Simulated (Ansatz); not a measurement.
Rh (fcc, Cu type)

```
CELL_PARAMETERS angstrom
      0.00000     1.91513     1.91513
      1.91513     0.00000     1.91513
      1.91513     1.91513     0.00000
ATOMIC_POSITIONS crystal
  Rh 0.00000 0.00000 0.00000
```

The slice is a {111} plane (indices of the conventional cell) through the point (0.000, 0.000, 0.000) (fractional), spanned by u = [100] and v = [-1 2 0] in vectors of this cell: u (2.71 Å) and v (4.69 Å, at 90° to u). It covers one period; positions are fractions (u, v).

Method: PBE (plane waves to 420 eV, PAW, scalar-relativistic; Ansatz, a program for electronic structure). k mesh 21×21×21. Inside the PAW spheres the values are not all-electron values, and peaks at nuclei hang on which shells count as valence. Rh is run without spin polarisation. Rh was relaxed with its symmetry unable to fall. The PAW data are Ansatz's earlier set.

Three fields on this plane, each scaled to ten steps between its own extremes (0 low, 9 high; the total valence density on a logarithmic scale, the potential cut 8 eV below its top; x marks points blanked near nuclei; v = 0 in the bottom row):

Map A
```
|xxxxx292xxxx|
|xxxx61816xxx|
|xxxx05950xxx|
|xx637878736x|
|016961016961|
|78736xxx6378|
|950xxxxxxx05|
|816xxxxxxx61|
|92xxxxxxxxx2|
|94xxxxxxxxx4|
|92xxxxxxxxx2|
|816xxxxxxx61|
|950xxxxxxx05|
|78736xxx6378|
|016961016961|
|xx637878736x|
|xxxx05950xxx|
|xxxx61816xxx|
|xxxxx292xxxx|
|xxxxx494xxxx|
```

Map B
```
|xxxxx474xxxx|
|xxxx06860xxx|
|xxxx48984xxx|
|xx047999740x|
|566766566766|
|99740xxx0479|
|984xxxxxxx48|
|860xxxxxxx06|
|74xxxxxxxxx4|
|73xxxxxxxxx3|
|74xxxxxxxxx4|
|860xxxxxxx06|
|984xxxxxxx48|
|99740xxx0479|
|566766566766|
|xx047999740x|
|xxxx48984xxx|
|xxxx06860xxx|
|xxxxx474xxxx|
|xxxxx373xxxx|
```

Map C
```
|xxxxx525xxxx|
|xxxx93139xxx|
|xxxx51015xxx|
|xx952101259x|
|443334443334|
|01259xxx9521|
|015xxxxxxx51|
|139xxxxxxx93|
|25xxxxxxxxx5|
|36xxxxxxxxx6|
|25xxxxxxxxx5|
|139xxxxxxx93|
|015xxxxxxx51|
|01259xxx9521|
|443334443334|
|xx952101259x|
|xxxx51015xxx|
|xxxx93139xxx|
|xxxxx525xxxx|
|xxxxx636xxxx|
```

**Question.** Assign the maps to these fields: electron localisation function (ELF); valence electron density; electrostatic potential energy of an electron, from the cell's mean.

**Answer.** A is the electron localisation function (ELF); B is the electrostatic potential energy of an electron, from the cell's mean; C is the valence electron density.
